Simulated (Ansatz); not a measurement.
ZrW$_{2}$:
```yaml
crystal:
  lattice:
    - [0.00000, 3.78953, 3.78953]
    - [3.78953, 0.00000, 3.78953]
    - [3.78953, 3.78953, 0.00000]
  atoms:
    - { symbol: Zr, position: [0.50000, 0.50000, 0.50000] }
    - { symbol: Zr, position: [0.75000, 0.75000, 0.75000] }
    - { symbol: W, position: [0.12500, 0.12500, 0.12500] }
    - { symbol: W, position: [0.62500, 0.12500, 0.12500] }
    - { symbol: W, position: [0.12500, 0.12500, 0.62500] }
    - { symbol: W, position: [0.12500, 0.62500, 0.12500] }
```

Relaxed with PBEsol. Special points in fractions of this cell's reciprocal vectors: Γ (0.000, 0.000, 0.000); X (0.500, 0.000, 0.500); U (0.625, 0.250, 0.625); K (0.375, 0.375, 0.750); L (0.500, 0.500, 0.500); W (0.500, 0.250, 0.750).

### Question
List the band energies nearest the Fermi level at these points for plane-wave PAW PBEsol (Ansatz code).

### Answer
In eV from the Fermi level; about four levels below and three above (degenerate sets whole), none deeper than 8.9 eV; points with the same levels are listed once.

```tsv
k	below	above
Γ	-2.44 -2.44 -0.66 -0.66	0.16 0.16 0.16
X	-1.26 -1.26 -0.33 -0.33	1.66 1.66 2.32 2.32
U	-1.26 -0.81 -0.62 -0.21	0.35 1.03 1.12
L	-1.30 -1.30 -1.12 -0.87 -0.87	1.44 1.44 1.68 1.68
W	-0.84 -0.84 -0.18 -0.18	1.05 1.05 2.66 2.66
```

Space group Fd-3m (cubic Laves (MgCu2 type)). The workflow started from an entry of the Crystallography Open Database (COD). Whether it is the stable phase at ambient conditions was not checked. The PBEsol relaxation kept the symmetry of its start; its stability against distortions is not shown here. No spin polarisation was allowed. Spin–orbit coupling is left out wherever it is not named.

Potentials: the later of the program's two PAW sets.
